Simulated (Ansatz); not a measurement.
# LiZn: zone-centre modes under pressure

LiZn, Fd-3m, a = 5.942 Å. The structure is a COD entry; whether it is the stable form wasn't checked. Ansatz: LDA, PAW, 420 eV, Γ-centred 12×12×12 mesh on 4 atoms, Fermi-Dirac smearing 0.15 eV; no spin polarisation. Cell and atoms are relaxed at each pressure with the symmetry kept; optical modes at Γ by linear response, in cm⁻¹, matched by rank (the highest 3 distinct ones).

| P (GPa) | V (Å³/atom) | ω1 | ω2 | ω3 |
| --- | --- | --- | --- | --- |
| 0 | 13.111 | 156.9 | 295.4 | 430.8 |
| 8 | 11.707 | ? | ? | ? |
| 25 | 10.138 | 248.8 | 425.4 | 571.1 |

Question: Get each mode's Grüneisen parameter γ = −d ln ω/d ln V from the other rows and predict the missing frequencies.

Answer: ln(V/V0) = 0.0000, -0.1133, -0.2572; a line through ln(ω/ω0) of the 2 known rows gives ω1: γ = 1.793, predicted 192.2, computed 194.8; ω2: γ = 1.418, predicted 346.9, computed 350.1; ω3: γ = 1.096, predicted 487.8, computed 489.2. The worst miss is 1.3 %: γ isn't constant over this range. In a metal these frequencies hang on the mesh and smearing.

The mesh isn't the same in all rows (12×12×12, 14×14×14).